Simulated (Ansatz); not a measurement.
Bi (dhcp): energy against volume

Computed with Ansatz, DFT, BLYP, plane waves (420 eV) with PAW, scalar-relativistic. (PAW data from PBE, frozen cores regenerated.)

The cell is scaled uniformly from the relaxed one, with fractional coordinates and shape fixed. Energies are extrapolated to zero smearing, pressures are those at the given smearing. Magnetic state: spin not included.

A Birch-Murnaghan fit gives V₀ = 34.35 Å³/atom, B₀ = 41 GPa, B₀′ = 4.7.

Problem. What are the energy above the minimum and the pressure at 31.651 Å³/atom?

Solution. 31.7 meV/atom and 4.14 GPa as computed.

Problem. What are the energy above the minimum and the pressure at 33.027 Å³/atom?

Solution. 7.0 meV/atom and 1.83 GPa as computed.

Problem. What are the energy above the minimum and the pressure at 35.779 Å³/atom?

Solution. 7.0 meV/atom and -1.46 GPa as computed.
